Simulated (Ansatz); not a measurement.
InPd:
```
InPd
1.0
    3.26693     0.00000     0.00000
    0.00000     3.26693     0.00000
    0.00000     0.00000     3.26693
In Pd
1 1
Direct
  0.00000   0.00000   0.00000
  0.50000   0.50000   0.50000
```

Relaxed with r²SCAN.

Problem. Map the electron localisation function on the plane through (0.000, 0.000, 0.000) spanned by u = [1, 0, 0] and v = [0, 1, 1] in lattice vectors, from DFT-r²SCAN in the program Ansatz with PAW potentials.

Solution. x is the fraction of u, y of v (the angle between them is 90°; rows are the nearest grid lines); atoms in the plane: In at (0.00, 0.00), Pd at (0.50, 0.50).
```
|   :=--=+=--=:   |
|   :=--=+=--=:   |
|  .-=--=+=--=-.  |
|::-=--==+==--=-::|
|===---=====---===|
|-----==---==-----|
|---===--=--===---|
|====-=+***+=-====|
|===-=*#%@%#*=-===|
|=---+%@@@@@%+---=|
|---=#@@#*#@@#=---|
|---=%@%+=+%@%=---|
|---=%@%+=+%@%=---|
|---=#@@#*#@@#=---|
|=---+%@@@@@%+---=|
|===-=*#%@%#*=-===|
|====-=+***+=-====|
|---===--=--===---|
|-----==---==-----|
|===---=====---===|
|::-=--==+==--=-::|
|  .-=--=+=--=-.  |
|   :=--=+=--=:   |
|   :=--=+=--=:   |
```
Scale: ten equal steps from 0.000 (start of ' ') to 0.560 (end of '@'), in the order ' .:-=+*#%@'; x runs from 0.000 to 1.00, y from 0.000 (bottom) to 1.00 (top).

The density is the valence pseudo-density with augmentation charge, so density and ELF within about 1 Å of a nucleus are not all-electron values.

Space group Pm-3m (CsCl type). The r²SCAN relaxation kept the symmetry of its start; of distortions, only those at the zone centre were tested. No spin polarisation was allowed.

Potentials: the later of the program's two PAW sets.
